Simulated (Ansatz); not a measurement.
A relaxation computed with Ansatz, from input to last step.

```yaml
crystal:
  lattice:
    - [-1.6437050303, 1.6437050303, 2.168088306]
    - [1.6437050303, -1.6437050303, 2.168088306]
    - [1.6437050303, 1.6437050303, -2.168088306]
  atoms:
    - { symbol: Ti, position: [0.0, 0.0, 0.0] }
    - { symbol: H, position: [0.75, 0.25, 0.5] }
    - { symbol: H, position: [0.25, 0.75, 0.5] }
basis:
  ecutwfc: 500
kpoints:
  mp_grid: { grid: [18, 18, 18] }
hamiltonian:
  xc: r2scan
scf:
  occupations: { method: gaussian, width: 0.1 }
output:
  forces: true
  stress: true
  eigenvalues: true
relax:
  adjacent_minimum: "off"
  f_tol: 0.01
  max_steps: 30
  cell: { stress_tol: 0.1, fix: [volume] }
```

```bash
ansatz run input.yaml --threads 1 --pin off --max-ram 2560MiB --backend cpu --events-out ev --progress --plain --runs-dir out
```

Level of theory: Ansatz 0.2.0, DFT r2SCAN, scalar-relativistic, plane waves, PAW.

The volume is held at 1.1 times that of the relaxed cell.

Of 3 frames 3 are shown, positions in Å and forces in eV/Å; the SCF threshold varies from step to step. Steps run on the plane waves of an earlier cell, with a Pulay correction in the pressure. The basis is chosen afresh for the last frame, the zero of the energies, and at times for earlier ones too; energy and pressure step there, also at an unchanged geometry.

```xyz
3
Lattice="-1.6437 1.6437 2.1681 1.6437 -1.6437 2.1681 1.6437 1.6437 -2.1681" Properties=species:S:1:pos:R:3:forces:R:3 pbc="T T T" step=1 free_energy_over_end_meV_per_atom=0.04 pressure_GPa=-11.73
Ti    0.0000    0.0000    0.0000    0.0000    0.0000    0.0000
H     0.0000    1.6437    1.0840    0.0000    0.0000    0.0000
H     1.6437    0.0000    1.0840    0.0000    0.0000    0.0000
3
Lattice="-1.6407 1.6407 2.1760 1.6407 -1.6407 2.1760 1.6407 1.6407 -2.1760" Properties=species:S:1:pos:R:3:forces:R:3 pbc="T T T" step=2 free_energy_over_end_meV_per_atom=0.00 pressure_GPa=-11.69
Ti    0.0000    0.0000    0.0000    0.0000    0.0000    0.0000
H     0.0000    1.6407    1.0880    0.0000    0.0000    0.0000
H     1.6407    0.0000    1.0880    0.0000    0.0000    0.0000
3
Lattice="-1.6407 1.6407 2.1760 1.6407 -1.6407 2.1760 1.6407 1.6407 -2.1760" Properties=species:S:1:pos:R:3:forces:R:3 pbc="T T T" step=3 free_energy_over_end_meV_per_atom=0.00 pressure_GPa=-11.69
Ti    0.0000    0.0000    0.0000    0.0000    0.0000    0.0000
H     0.0000    1.6407    1.0880    0.0000    0.0000    0.0000
H     1.6407    0.0000    1.0880    0.0000    0.0000    0.0000
```

Time: 38 s on 1 thread of Arm Neoverse V2, on a shared host, peak memory 0.52 GiB.